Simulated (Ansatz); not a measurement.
AlInSb$_{2}$ in space group R3m (No. 160; Al on 3a, In on 3a, Sb on 3a, Sb on 3a), plane-wave PAW r²SCAN (Ansatz code). The conduction-band minimum lies at Γ, with 1 equivalent valley. Second derivatives d²E/dk² of the lowest band at one valley (eV·Å²), along Cartesian directions:

```
direction  d²E/dk²
---------  -------
[100]        140.8
[010]        140.8
[001]        92.75
[110]        140.8
[101]        117.0
[011]        116.9
```

**Question.** Find the principal effective masses, the density-of-states mass and the conductivity mass.

**Answer.** Off-diagonal terms follow from H_xy = H[110] − (H_xx + H_yy)/2, and m*/mₑ = 7.620 eV·Å² over each eigenvalue: 0.054, 0.054, 0.082. One valley's DOS mass (m₁m₂m₃)^(1/3) = 0.062, conductivity mass 3/(Σ 1/mᵢ) = 0.061 mₑ.

**Question.** What effective density of states Nc follows at 300 K for parabolic valleys?

**Answer.** Nc = 2.509e19 × 1 × (0.062)^(3/2) ≈ 3.9e17 cm⁻³.

The workflow started from a Materials Project entry (that database holds measured and hypothetical structures alike); the Crystallography Open Database copy checked does not list it. With Al and In taken as one species the cell has the higher symmetry F-43m, so it may be an ordered model of a mixed-site phase. Its standing as an ambient phase is unchecked. The cell was relaxed with r²SCAN under the symmetry of its start; its stability against distortions is not shown here. Spin–orbit coupling is left out wherever it is not named.

Potentials: the later of the program's two PAW sets.

Edges and masses are those of Kohn–Sham bands, whose gap is no quasiparticle gap.
